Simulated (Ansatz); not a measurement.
LiNbO3:
```
CELL_PARAMETERS angstrom
      2.59474     1.49807     4.67177
     -2.59474     1.49807     4.67177
      0.00000    -2.99615     4.67177
ATOMIC_POSITIONS crystal
  Li 0.70684 0.70684 0.70684
  Li 0.20684 0.20684 0.20684
  Nb 0.98807 0.98807 0.98807
  Nb 0.48807 0.48807 0.48807
  O  0.63044 0.87799 0.26742
  O  0.26742 0.63044 0.87799
  O  0.87799 0.26742 0.63044
  O  0.13044 0.76742 0.37799
  O  0.76742 0.37799 0.13044
  O  0.37799 0.13044 0.76742
```

Relaxed with PBE.

### Question
Map the electron localisation function on the plane through (0.707, 0.707, 0.707) spanned by u = [1, -1, 0] and v = [1, 1, 1] in lattice vectors, from plane-wave PAW PBE (Ansatz code).

### Answer
x is the fraction of u, y of v (the angle between them is 90°; rows are the nearest grid lines); atoms in the plane: Li at (0.00, 0.00), Li at (0.00, 0.50), Nb at (0.00, 0.28), Nb at (0.00, 0.78), O at (0.38, 0.55), O at (0.62, 0.05).
```
|@@@.       .-+#####*+. .%@@|
|    :+****+-.              |
|  .-*#%%%%##+:.            |
|  .=#%#*=*#%#+:            |
|###=..=*#**+:         :+###|
|.-##*:       .=*###*-:=#*-.|
|###*-.      .+#%%####=:+###|
|     .      :+#%%#*#%#*:   |
|          .   .:=+++=-:.   |
|    .-+##%%##*=.           |
|   .=*#%#**###*=.          |
|@@-  +#%%###%#*=.       =@@|
|@%=   .:-==-:.   .::.   -%@|
|            .:+##%%%%#*-.  |
|            :+#%#*+*#%#+.  |
|::.         .=*#%%%%%#-..::|
|-+##=..:--:.    .:.. .+%#+-|
|###+:=####%%#+.      .-*###|
|*+-:-##*=+#%#*-       .:=+*|
|  .-+###%%%#+-.            |
|       ..   .:-=++=-.      |
|          .=*###**#%#*=.   |
|          :+#%#=:-#%%#-    |
|@@@.       .-+#####*+. .%@@|
```
Scale: ten equal steps from 0.006 (start of ' ') to 1.01 (end of '@'), in the order ' .:-=+*#%@'; x runs from 0.000 to 1.00, y from 0.000 (bottom) to 1.00 (top).

The density is the valence pseudo-density with augmentation charge, so density and ELF within about 1 Å of a nucleus are not all-electron values.

Space group R3c. The PBE relaxation kept the symmetry of its start. The run is not spin-polarised.

Potentials: the later of the program's two PAW sets.
